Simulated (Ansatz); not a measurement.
Geometry optimisation in Ansatz: input, command and trajectory.

```yaml
crystal:
  lattice:
    - [-1.8955, 1.8955, 6.4145]
    - [1.8955, -1.8955, 6.4145]
    - [1.8955, 1.8955, -6.4145]
  atoms:
    - { symbol: K, position: [0.0, 0.0, 0.0] }
    - { symbol: Ni, position: [0.75, 0.25, 0.5] }
    - { symbol: Ni, position: [0.25, 0.75, 0.5] }
    - { symbol: S, position: [0.36, 0.36, 0.0] }
    - { symbol: S, position: [0.64, 0.64, 0.0] }
basis:
  ecutwfc: 420
kpoints:
  mp_grid: { grid: [14, 14, 14] }
hamiltonian:
  xc: pbesol
scf:
  occupations: { method: gaussian, width: 0.1 }
output:
  forces: true
  stress: true
  eigenvalues: true
relax:
  adjacent_minimum: "off"
  f_tol: 0.01
  max_steps: 40
```

```bash
ansatz run input.yaml --threads 2 --pin off --max-ram 5120MiB --backend cpu --events-out ev --progress --plain --runs-dir out
```

Method: Ansatz, DFT PBEsol, scalar-relativistic, plane waves, PAW.

Of 6 frames 5 are shown, positions in Å and forces in eV/Å; the SCF threshold varies from step to step.

```xyz
5
Lattice="-1.8955 1.8955 6.4145 1.8955 -1.8955 6.4145 1.8955 1.8955 -6.4145" Properties=species:S:1:pos:R:3:forces:R:3 pbc="T T T" step=1 free_energy_over_end_meV_per_atom=93.80
K     0.0000    0.0000    0.0000    0.0000    0.0000    0.0000
Ni    0.0000    1.8955    3.2073    0.0000    0.0000    0.0000
Ni    1.8955    0.0000    3.2073    0.0000    0.0000    0.0000
S     0.0000    0.0000    4.6184    0.0000    0.0000   -2.0504
S     0.0000    0.0000    8.2106    0.0000    0.0000    2.0504
5
Lattice="-1.8955 1.8955 6.4145 1.8955 -1.8955 6.4145 1.8955 1.8955 -6.4145" Properties=species:S:1:pos:R:3:forces:R:3 pbc="T T T" step=2 free_energy_over_end_meV_per_atom=23.87
K     0.0000    0.0000    0.0000    0.0000    0.0000    0.0000
Ni    0.0000    1.8955    3.2073    0.0000    0.0000    0.0000
Ni    1.8955    0.0000    3.2073    0.0000    0.0000    0.0000
S     0.0000    0.0000    4.5079    0.0000    0.0000   -1.0814
S     0.0000    0.0000    8.3211    0.0000    0.0000    1.0814
5
Lattice="-1.8955 1.8955 6.4145 1.8955 -1.8955 6.4145 1.8955 1.8955 -6.4145" Properties=species:S:1:pos:R:3:forces:R:3 pbc="T T T" step=3 free_energy_over_end_meV_per_atom=0.04
K     0.0000    0.0000    0.0000    0.0000    0.0000    0.0000
Ni    0.0000    1.8955    3.2073    0.0000    0.0000    0.0000
Ni    1.8955    0.0000    3.2073    0.0000    0.0000    0.0000
S     0.0000    0.0000    4.3940    0.0000    0.0000    0.0455
S     0.0000    0.0000    8.4350    0.0000    0.0000   -0.0455
5
Lattice="-1.8955 1.8955 6.4145 1.8955 -1.8955 6.4145 1.8955 1.8955 -6.4145" Properties=species:S:1:pos:R:3:forces:R:3 pbc="T T T" step=4 free_energy_over_end_meV_per_atom=0.04
K     0.0000    0.0000    0.0000    0.0000    0.0000    0.0000
Ni    0.0000    1.8955    3.2073    0.0000    0.0000    0.0000
Ni    1.8955    0.0000    3.2073    0.0000    0.0000    0.0000
S     0.0000    0.0000    4.3940    0.0000    0.0000    0.0456
S     0.0000    0.0000    8.4350    0.0000    0.0000   -0.0456
5
Lattice="-1.8955 1.8955 6.4145 1.8955 -1.8955 6.4145 1.8955 1.8955 -6.4145" Properties=species:S:1:pos:R:3:forces:R:3 pbc="T T T" step=6 free_energy_over_end_meV_per_atom=0.00
K     0.0000    0.0000    0.0000    0.0000    0.0000    0.0000
Ni    0.0000    1.8955    3.2073    0.0000    0.0000    0.0000
Ni    1.8955    0.0000    3.2073    0.0000    0.0000    0.0000
S     0.0000    0.0000    4.3983    0.0000    0.0000    0.0018
S     0.0000    0.0000    8.4307    0.0000    0.0000   -0.0018
```

It took 120 s on 2 threads of AMD EPYC 7R43 64-Core Processor (Zen 3) (shared host), peak memory 0.85 GiB.

Spin polarisation was left out, and a magnetic state may lie lower.